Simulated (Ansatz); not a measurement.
Si3Ge (P-4m2), relaxed and computed with several functionals in Ansatz (plane waves, PAW).

```tsv
functional	a (Å)	c (Å)	V (Å³/atom)	gap (eV)	ΔH_f (eV/atom)	B₀ by P(V) fit (GPa)	electron conductivity mass (mₑ)
PBEsol	3.881	5.478	20.63	0.25	0.01	87.3	0.28
PBE	[?]	[?]	[?]	[?]	[?]	[?]	[?]
r²SCAN	3.886	5.489	20.72	0.56	0.01	90.6	0.29
```

Task: Fill in the missing entries.

Result: 
- PBE, a (Å): 3.914
- PBE, c (Å): 5.527
- PBE, V (Å³/atom): 21.17
- PBE, gap (eV): 0.39
- PBE, ΔH_f (eV/atom): 0.02
- PBE, B₀ by P(V) fit (GPa): 81.3
- PBE, electron conductivity mass (mₑ): 0.29

Typed or built starts, not in the databases checked: Si3Ge, P-4m2 (Si on 2g, Si on 1a, Ge on 1c). All cells were relaxed under the symmetry of their starts (and spin orders); stability against distortions was not tested throughout. Scalar-relativistic: spin–orbit coupling is off unless named, which matters more the heavier the elements.

Potentials: the later of the program's two PAW sets.

Ansatz (a program for electronic structure) is a plane-wave DFT program.

Formation energies count from the lowest solids of the elements computed at the same level, not from gases.
